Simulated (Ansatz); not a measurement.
**What settings do to one calculation: diamond alloy of Si and C (2 of 32 Si sites exchanged), 32 atoms with displaced atoms**

Ansatz (PAW, plane waves), atoms fixed. The base input:

```yaml
crystal:
  lattice:
    - [10.602521, 0.000000, 0.000000]
    - [0.000000, 10.602521, 0.000000]
    - [0.000000, 0.000000, 5.301260]
  atoms:
    - { symbol: Si, position: [0.002772, 0.992385, 0.009896] }
    - { symbol: Si, position: [0.002199, 0.483765, 0.994193] }
    - { symbol: Si, position: [0.505345, 0.994760, 0.004285] }
    - { symbol: Si, position: [0.508143, 0.495691, 0.011665] }
    - { symbol: Si, position: [0.134749, 0.124670, 0.244143] }
    - { symbol: Si, position: [0.116873, 0.630842, 0.252319] }
    - { symbol: Si, position: [0.619893, 0.104888, 0.248437] }
    - { symbol: Si, position: [0.620674, 0.625748, 0.265600] }
    - { symbol: Si, position: [0.249734, 0.239511, 0.012595] }
    - { symbol: Si, position: [0.250096, 0.749852, 0.003831] }
    - { symbol: Si, position: [0.759958, 0.250940, 0.025049] }
    - { symbol: Si, position: [0.384074, 0.370363, 0.245725] }
    - { symbol: Si, position: [0.365024, 0.874270, 0.248732] }
    - { symbol: Si, position: [0.887466, 0.365808, 0.250017] }
    - { symbol: Si, position: [0.865673, 0.870427, 0.234739] }
    - { symbol: Si, position: [0.256377, 0.004977, 0.493579] }
    - { symbol: Si, position: [0.249952, 0.499067, 0.506746] }
    - { symbol: Si, position: [0.740930, 0.020087, 0.498664] }
    - { symbol: Si, position: [0.749961, 0.496872, 0.482529] }
    - { symbol: Si, position: [0.363833, 0.124210, 0.754203] }
    - { symbol: Si, position: [0.378894, 0.624108, 0.737125] }
    - { symbol: Si, position: [0.861092, 0.124666, 0.729829] }
    - { symbol: Si, position: [0.879396, 0.613476, 0.749017] }
    - { symbol: Si, position: [0.999509, 0.748509, 0.491716] }
    - { symbol: Si, position: [0.497268, 0.239299, 0.498125] }
    - { symbol: Si, position: [0.501557, 0.744227, 0.509012] }
    - { symbol: Si, position: [0.131529, 0.373634, 0.736270] }
    - { symbol: Si, position: [0.123947, 0.863133, 0.742488] }
    - { symbol: Si, position: [0.621311, 0.379644, 0.725859] }
    - { symbol: Si, position: [0.615250, 0.869286, 0.756757] }
    - { symbol: C, position: [0.746382, 0.750096, 0.012094] }
    - { symbol: C, position: [0.002765, 0.259202, 0.480074] }
  symmetry: { detect: false }
kpoints:
  mp_grid: { grid: [1, 1, 1], shift: [0.25, 0.25, 0.25] }
hamiltonian:
  xc: pbesol
scf:
  occupations: { method: fermi_dirac, width: 0.01 }
output:
  forces: true
  eigenvalues: true
  stress: true
  populations: true
  eigenstates: { kpoints: [[0.25, 0.25, 0.25]], e_range: [-6.0, 6.0], localisation: true }
```

Command:

```sh
ansatz run in.yaml --threads 2 --pin off --max-ram 19000MiB --runs-dir r --events-out ev --progress --plain --backend cuda --devices 0, --max-vram 18GiB
```

It converged in 7 iterations and 2.5 s of wall time on one NVIDIA H100 with 2 processor threads, on a host shared with other runs; peak host memory 1.3 GiB; largest force component 5.52 eV/Å, pressure 4.18 GPa. The cutoff was the default, 420 eV. The base isn't a converged reference: it has few k points, and its atoms are unrelaxed. Each run below changes the keys shown and caps the iterations.

```
run                                                         changed     ending  iterations  free energy less the base (meV per atom)  rms change of forces (eV/Å)  change of pressure (GPa)  wall time (s, shared host)
  1                                    n_extra_bands 1, max_iter 80  converged           9                                       0.0                        0.000                      0.00                       2 GPU
  2                           accuracy high, xc revpbe, max_iter 60  converged           9                                other zero                        0.071                      3.39                       2 GPU
  3  accuracy high, max_iter 50, k points a 2×2×1 mesh centred on Γ  converged           9                                       1.7                        0.237                     -0.06                     2.8 GPU
  4                 max_iter 50, k points a 2×2×2 mesh centred on Γ  converged           6                                      11.7                        0.128                      0.07                     2.4 GPU
  5                                       width 0.5 eV, max_iter 60  converged           7                                     -62.0                        0.218                      0.21                     1.9 GPU
  6                                    ecutwfc 120 eV, max_iter 100  converged          10                                     727.8                        0.377                      4.28                     1.8 GPU
```

«Other zero»: another functional, charge or dispersion term moves the zero of energy, so the difference says nothing of accuracy.

**Question.** Which changes leave the result alone, and which of the same physical model moves the forces most?

**Answer.** The forces move by under 0.002 eV/Å in run 1. Run 6 (ecutwfc 120 eV, max_iter 100) moves them most among the runs with the same functional, charge and dispersion term, by 0.377 eV/Å.
